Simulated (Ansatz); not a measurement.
Polymorphs of AgCl, each relaxed with r²SCAN in the plane-wave PAW code Ansatz:

A: rock salt (Fm-3m)
a = b = c = 5.545 Å, α = β = γ = 90.00°

```
atom  site  symmetry       x       y       z
----  ----  --------  ------  ------  ------
Ag      4b      m-3m  0.5000  0.5000  0.5000
Cl      4a      m-3m  0.0000  0.0000  0.0000
```

B: Cmcm
a = 3.7253 Å, b = 11.1069 Å, c = 3.9450 Å, α = β = γ = 90.00°

| atom | site | symmetry | x | y | z |
|---|---|---|---|---|---|
| Ag | 4c | m2m | 0.0000 | 0.3960 | 0.2500 |
| Cl | 4c | m2m | 0.0000 | 0.1340 | 0.2500 |

Question: Order them by energy per atom at 0 K (lowest first) at the level r²SCAN.

Answer: A (+0 meV/atom), B (+30 meV/atom)

Question: Give each one's gap.

Answer: A 1.48 eV; B 1.01 eV.

Not the usual ambient phase: B. All cells were relaxed under the symmetry of their starts (and spin orders); stability against distortions was not tested throughout. Rows with no word on spin ran without spin polarisation. Scalar-relativistic: spin–orbit coupling is off unless named, which matters more the heavier the elements.

Energies hold the estimated change up to a 700 eV cutoff; steps of a few meV lie near the error of the meshes.

Potentials: the later of the program's two PAW sets.
